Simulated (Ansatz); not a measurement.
# Al3Ga2Sb5 (I-4m2) at 3 levels of theory

One geometry, relaxed with PBE; plane waves with PAW potentials in Ansatz, scalar-relativistic. No spin polarisation. Gaps are the least over mesh and band path; pressure is positive in compression.

```
Al Ga Sb
1.0
    -2.19956    2.19956   15.54836
     2.19956   -2.19956   15.54836
     2.19956    2.19956  -15.54836
Al Ga Sb
3 2 5
Direct
  0.89979 0.89979 0.00000
  0.50000 0.50000 0.00000
  0.10021 0.10021 0.00000
  0.70020 0.70020 0.00000
  0.29980 0.29980 0.00000
  0.34982 0.84982 0.50000
  0.94991 0.44990 0.50000
  0.55010 0.05010 0.50000
  0.15018 0.65018 0.50000
  0.75000 0.25000 0.50000
```

| level | cutoff (eV) | k mesh | gap (eV) | pressure (GPa) |
| --- | --- | --- | --- | --- |
| PBE | 420 | 12×12×12 | 0.56 | 0.0 |
| r2SCAN | 500 | 12×12×12 | 0.99 | -1.5 |
| LDA | 420 | 12×12×12 | 0.38 | -3.2 |

Spin-orbit coupling matters for the bands of heavy elements and is left out.

The cell was found from a structure generator's guess, not taken from experiment.
